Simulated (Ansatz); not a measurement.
One crystal and one scan (scan of one atom of the cell) at two levels, PBE (plane waves to 420 eV, PAW, scalar-relativistic; Ansatz, a first-principles code) and r2SCAN (plane waves to 500 eV, PAW, scalar-relativistic; Ansatz), each from its own relaxed cell and on its own mesh. The cell shown is that of PBE.

CrO₂ (rutile)

```xyz
6
Lattice="4.4446 0.0000 0.0000 0.0000 4.4446 0.0000 0.0000 0.0000 2.9209" Properties=species:S:1:pos:R:3 pbc="T T T"
Cr     0.0000     0.0000     0.0000
Cr     2.2223     2.2223     1.4604
O      1.3493     1.3493     0.0000
O      3.5715     0.8730     1.4604
O      0.8730     3.5715     1.4604
O      3.0953     3.0953     0.0000
```

In each cell atom 2 (Cr, nearest neighbour O at 1.908 Å; its periodic images, 2.9 Å or more away, move with it) moves by s·(0.707, 0.707, 0.000) (along Cartesian [110]), the rest being held.

E stands for the smeared free energy. CrO2 is run spin-polarised and with no Hubbard U. CrO2 was relaxed with its symmetry unable to fall. Relaxed CrO2 ends ferromagnetic. The magnetic order is the one the run started from; other orders were not tried. (PBE) Relaxed CrO2 ends ferromagnetic. (r2SCAN) Relaxed CrO2 ends ferromagnetic. With partly filled bands, energies and forces of such displacements shift with the k mesh and the smearing. Both scans cover s from -0.570 to 0.570 Å.

ΔE (meV/cell), each from the undisplaced structure of its own level:

```
s (Å)    PBE    r2SCAN
------  ----  --------
-0.570  3656      4011
-0.456  2414      2660
-0.342  1386      1537
-0.228   621       687
-0.114   155  withheld
0.000      0         0
0.114    155  withheld
0.228    621       687
0.342   1386      1537
0.456   2414      2660
0.570   3656      4011
```

### Question
Estimate the r2SCAN value at 0.114 from the PBE value there and the ratio of the two levels in the two nearest given rows on that side of the minimum.

### Answer
At 0.228 and 0.342 the ratio r2SCAN/PBE averages 1.108, which gives 1.108 × 155 = 172 meV/cell. The calculation gives 172 meV/cell, +11.0 % against PBE.

(For displaced atoms, the force is minus the slope of the energy, and its curvature is a force constant, which sets phonon frequencies.)
